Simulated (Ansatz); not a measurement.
BN (zinc blende), relaxed with r²SCAN (Ansatz, a program for electronic structure, plane waves, PAW): a = b = c = 3.6097 Å, α = β = γ = 90.00°.

| Item | Value |
|---|---|
| gap (eV) | 5.00 |
| ΔH_f (eV/atom) | -1.31 |
| B₀ by P(V) fit (GPa) | 392 |
| K_Hill (GPa) | 392 |
| G_Hill (GPa) | 404 |
| ε∞ | 4.45 |
| ε0 | 6.93 |
| highest Γ mode, no LO–TO term (cm⁻¹) | 1044 |
| electron conductivity mass (mₑ) | 0.37 |
| Θ_D (K) | 1940 |

Question: The same phase is relaxed and computed with PBE in the same code. What are the cell and these values now?

Answer: a = 3.625 Å, b = 3.625 Å, c = 3.625 Å, α = 90.00°, β = 90.00°, γ = 90.00°.

gap (eV): 4.46
ΔH_f (eV/atom): -1.17
B₀ by P(V) fit (GPa): 371
K_Hill (GPa): 371
G_Hill (GPa): 381
ε∞: 4.61
ε0: 6.97
highest Γ mode, no LO–TO term (cm⁻¹): 1026
electron conductivity mass (mₑ): 0.39
Θ_D (K): 1890

All cells were relaxed under the symmetry of their starts (and spin orders); stability against distortions was not tested throughout.

Potentials: the later of the program's two PAW sets.

Ansatz is a plane-wave DFT program.

Formation energies count from the lowest solids of the elements computed at the same level, not from gases.
